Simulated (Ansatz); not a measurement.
InMo3C:
Space group Pm-3m (No. 221); a = b = c = 4.214 Å, α = β = γ = 90.00°

```json
[
 {"atom": "In", "site": "1a", "symmetry": "m-3m", "x": "0.0000", "y": "0.0000", "z": "0.0000"},
 {"atom": "Mo", "site": "3c", "symmetry": "4/mm.m", "x": "0.0000", "y": "0.5000", "z": "0.5000"},
 {"atom": "C", "site": "1b", "symmetry": "m-3m", "x": "0.5000", "y": "0.5000", "z": "0.5000"}
]
```

Relaxed with PBE.

Which orbitals make up the states near the Fermi level in PBE in the plane-wave PAW code Ansatz?

Within 0.5 eV of the Fermi level: Mo 4d 86 %. Projections are on Löwdin-orthogonalised atomic valence shells; empty p or d shells of many metals are not among them.

Tabulate the density of states.

States/eV per cell of 5 atoms, in 0.25 eV bins, energy from the Fermi level.

```
E (eV)  total  Mo 4d  C 2p  In 5p
------  -----  -----  ----  -----
-7.85    0.32   0.08  0.00   0.01
-7.60    0.47   0.10  0.01   0.01
-7.35    0.66   0.13  0.02   0.02
-7.10    1.13   0.17  0.06   0.04
-6.85    1.92   0.32  0.18   0.08
-6.60    3.56   1.21  0.63   0.14
-6.35    1.55   0.69  0.49   0.04
-6.10    1.75   0.81  0.58   0.04
-5.85    2.02   0.93  0.70   0.04
-5.60    2.08   0.95  0.79   0.05
-5.35    2.19   0.97  0.87   0.08
-5.10    1.99   0.86  0.79   0.10
-4.85    2.19   0.97  0.74   0.18
-4.60    2.13   1.03  0.72   0.14
-4.35    2.33   1.22  0.81   0.10
-4.10    2.08   1.14  0.68   0.10
-3.85    3.38   1.91  0.85   0.33
-3.60    4.40   2.57  0.73   0.68
-3.35    3.27   2.00  0.22   0.74
-3.10    5.56   3.82  0.19   1.19
-2.85    6.56   4.70  0.30   1.25
-2.60    4.21   2.75  0.39   0.87
-2.35    3.45   2.23  0.50   0.57
-2.10    2.81   2.15  0.21   0.34
-1.85    2.81   2.47  0.07   0.19
-1.60    3.92   3.68  0.05   0.11
-1.35    3.10   2.98  0.02   0.07
-1.10    1.23   1.17  0.03   0.01
-0.85    4.65   4.20  0.15   0.11
-0.60    6.90   5.88  0.29   0.32
-0.35    4.56   3.69  0.34   0.23
-0.10    3.09   2.64  0.13   0.14
0.15     4.68   4.13  0.15   0.16
0.40     3.44   3.10  0.06   0.06
0.65     5.49   5.12  0.05   0.07
0.90     6.90   6.51  0.05   0.08
1.15     4.84   4.12  0.05   0.15
1.40     1.66   1.54  0.01   0.02
1.65     1.04   1.00  0.01   0.01
1.90     1.15   1.09  0.02   0.02
2.15     1.61   1.47  0.06   0.05
2.40     3.02   2.30  0.21   0.24
2.65     4.35   3.02  0.53   0.30
2.90     4.42   3.04  0.43   0.42
3.15     2.95   2.07  0.24   0.40
3.40     6.37   4.07  0.60   0.96
3.65     4.09   1.96  0.79   0.46
3.90     2.73   1.17  0.46   0.38
4.15     2.16   0.85  0.36   0.47
4.40     0.62   0.19  0.07   0.29
4.65     1.95   0.62  0.29   0.60
```

The start of the workflow was typed in or built on a structure type; neither database checked (COD, Materials Project) lists it. Whether it is the stable phase at ambient conditions was not checked. The cell was relaxed with PBE under the symmetry of its start; whether a distortion lowers the energy is not shown. No spin polarisation was allowed. Its formation energy is positive at this level, so the cell may be metastable or incomplete. Scalar-relativistic: spin–orbit coupling is off unless named, which matters more the heavier the elements.

Potentials: the earlier of the program's two PAW sets.
